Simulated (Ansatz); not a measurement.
SiGeC2:
```cif
data_C2GeSi
_chemical_formula_sum 'Si1 C2 Ge1'
_space_group_name_H-M_alt 'P-4m2'
_space_group_IT_number 115
_space_group_name_Hall 'P -4 -2'
_cell_length_a 3.15623
_cell_length_b 3.15623
_cell_length_c 4.45624
_cell_angle_alpha 90.000
_cell_angle_beta 90.000
_cell_angle_gamma 90.000
loop_
_atom_site_label
_atom_site_type_symbol
_atom_site_symmetry_multiplicity
_atom_site_Wyckoff_symbol
_atom_site_fract_x
_atom_site_fract_y
_atom_site_fract_z
_atom_site_occupancy
Si1 Si 1 a 0.00000 0.00000 0.00000 1
C1 C 2 g 0.50000 0.00000 0.23628 1
Ge1 Ge 1 c 0.50000 0.50000 0.50000 1
```

Relaxed with r²SCAN.

Which orbitals make up the states near the band edges in r²SCAN in the plane-wave PAW code Ansatz?

Top 1 eV of the valence band: C 2p 81 %, Ge 4p 10 %. Bottom 1 eV of the conduction band: C 2s 27 %, Si 3p 26 %, Ge 4p 24 %, C 2p 7 %, outside the projected shells 14 %. Projections are on Löwdin-orthogonalised atomic valence shells; empty p or d shells of many metals are not among them.

Tabulate the density of states.

States/eV per cell of 4 atoms, in 0.25 eV bins, energy from the valence-band maximum.

| E (eV) | total | C 2p | Ge 4p | Si 3p |
|---|---|---|---|---|
| -7.85 | 1.77 | 0.78 | 0.13 | 0.14 |
| -7.60 | 1.32 | 0.59 | 0.11 | 0.11 |
| -7.35 | 1.01 | 0.44 | 0.09 | 0.09 |
| -7.10 | 0.81 | 0.36 | 0.07 | 0.08 |
| -6.85 | 0.67 | 0.30 | 0.06 | 0.07 |
| -6.60 | 0.62 | 0.28 | 0.05 | 0.06 |
| -6.35 | 0.62 | 0.28 | 0.05 | 0.07 |
| -6.10 | 0.57 | 0.27 | 0.04 | 0.07 |
| -5.85 | 0.62 | 0.30 | 0.06 | 0.09 |
| -5.60 | 1.24 | 0.65 | 0.18 | 0.21 |
| -5.35 | 1.24 | 0.67 | 0.20 | 0.22 |
| -5.10 | 1.25 | 0.68 | 0.21 | 0.20 |
| -4.85 | 1.47 | 0.81 | 0.25 | 0.22 |
| -4.60 | 1.47 | 0.82 | 0.24 | 0.22 |
| -4.35 | 1.41 | 0.80 | 0.22 | 0.22 |
| -4.10 | 1.62 | 0.94 | 0.25 | 0.26 |
| -3.85 | 1.97 | 1.17 | 0.29 | 0.33 |
| -3.60 | 1.97 | 1.20 | 0.28 | 0.33 |
| -3.35 | 2.14 | 1.33 | 0.33 | 0.33 |
| -3.10 | 2.07 | 1.32 | 0.31 | 0.32 |
| -2.85 | 2.16 | 1.40 | 0.30 | 0.32 |
| -2.60 | 2.10 | 1.40 | 0.28 | 0.31 |
| -2.35 | 1.89 | 1.29 | 0.26 | 0.25 |
| -2.10 | 1.90 | 1.33 | 0.26 | 0.22 |
| -1.85 | 1.89 | 1.35 | 0.27 | 0.18 |
| -1.60 | 1.72 | 1.26 | 0.26 | 0.13 |
| -1.35 | 1.61 | 1.20 | 0.24 | 0.10 |
| -1.10 | 1.66 | 1.28 | 0.23 | 0.09 |
| -0.85 | 1.05 | 0.83 | 0.11 | 0.06 |
| -0.60 | 0.79 | 0.65 | 0.07 | 0.03 |
| -0.35 | 0.51 | 0.43 | 0.04 | 0.01 |
| -0.10 | 0.11 | 0.10 | 0.01 | 0.00 |
| 0.15 | 0.00 | 0.00 | 0.00 | 0.00 |
| 0.40 | 0.00 | 0.00 | 0.00 | 0.00 |
| 0.65 | 0.00 | 0.00 | 0.00 | 0.00 |
| 0.90 | 0.00 | 0.00 | 0.00 | 0.00 |
| 1.15 | 0.00 | 0.00 | 0.00 | 0.00 |
| 1.40 | 0.00 | 0.00 | 0.00 | 0.00 |
| 1.65 | 0.00 | 0.00 | 0.00 | 0.00 |
| 1.90 | 0.01 | 0.00 | 0.00 | 0.00 |
| 2.15 | 0.08 | 0.00 | 0.02 | 0.02 |
| 2.40 | 0.17 | 0.01 | 0.04 | 0.05 |
| 2.65 | 0.25 | 0.02 | 0.06 | 0.07 |
| 2.90 | 0.33 | 0.03 | 0.08 | 0.09 |
| 3.15 | 0.41 | 0.05 | 0.09 | 0.10 |
| 3.40 | 0.49 | 0.06 | 0.11 | 0.12 |
| 3.65 | 0.61 | 0.09 | 0.13 | 0.15 |
| 3.90 | 0.73 | 0.12 | 0.15 | 0.17 |
| 4.15 | 0.84 | 0.15 | 0.16 | 0.19 |
| 4.40 | 1.02 | 0.20 | 0.19 | 0.22 |
| 4.65 | 1.35 | 0.28 | 0.23 | 0.28 |
| 4.90 | 1.92 | 0.41 | 0.31 | 0.37 |
| 5.15 | 2.06 | 0.48 | 0.30 | 0.39 |
| 5.40 | 2.42 | 0.56 | 0.36 | 0.44 |
| 5.65 | 2.30 | 0.48 | 0.37 | 0.35 |
| 5.90 | 1.46 | 0.30 | 0.25 | 0.17 |
| 6.15 | 1.19 | 0.27 | 0.19 | 0.11 |
| 6.40 | 0.92 | 0.23 | 0.11 | 0.07 |
| 6.65 | 1.00 | 0.25 | 0.11 | 0.08 |

The start of the workflow was typed in or built on a structure type; neither database checked (COD, Materials Project) lists it. Its standing as an ambient phase is unchecked. The cell was relaxed with r²SCAN under the symmetry of its start; whether a distortion lowers the energy is not shown. Spin–orbit coupling is left out wherever it is not named.

Potentials: the earlier of the program's two PAW sets.
